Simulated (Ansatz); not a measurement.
The elements of this relaxed trial crystal are hidden behind letters.

```
lattice vectors (Å)
   2.3031    1.3297   13.3356
  -2.3031    1.3297   13.3356
   0.0000   -2.6594   13.3356
fractional positions
X 0.8561 0.8561 0.8561
X 0.5730 0.5730 0.5730
X 0.1439 0.1439 0.1439
X 0.4270 0.4270 0.4270
X 0.7148 0.7148 0.7148
X 0.2852 0.2852 0.2852
Z 0.0000 0.0000 0.0000
```

All numbers below come from DFT PBE, scalar-relativistic, plane waves, PAW in Ansatz 0.2.0. Cutoff 420 eV, Γ-centred 12×12×12 mesh (7-atom cell), Gaussian smearing of 0.10 eV, no spin polarisation.

* Space group: R-3m (No. 166)
* Conventional cell: a = 4.606 Å, c = 40.007 Å
* Volume per atom: 35.01 Å³
* Density: 9.36 g/cm³
* Formation energy: +0.01 eV/atom
* Gap on the 12×12×12 mesh of the 7-atom cell: 0 eV (a metal)

Energies are uncorrected and count from the elements' standard states at the same level.

Task: X is a p-block element of period 6 and Z is a p-block element of period 5. Which elements are they?

Result: X = Bi, Z = Te, so the formula is Bi6Te. Density times volume gives a mean mass of 9.36 × 35.01/1.6605 = 197.3 u per atom, and this set has 197.4 u. Bi on its first site is surrounded by 6 Bi at 3.22–3.33 Å; around Bi on its second site lie 6 Bi at 3.23–3.33 Å; Te has 6 Bi at 3.28 Å; 1 more site not described. Other sets within the hints have nearly the same mass, so mass alone doesn't settle it; this one was computed.

Spin–orbit coupling, which can matter for Bi and Te, is left out. A later test with randomly moved atoms led to a structure 8 meV/atom lower, so this end is a saddle point or a shallow minimum.
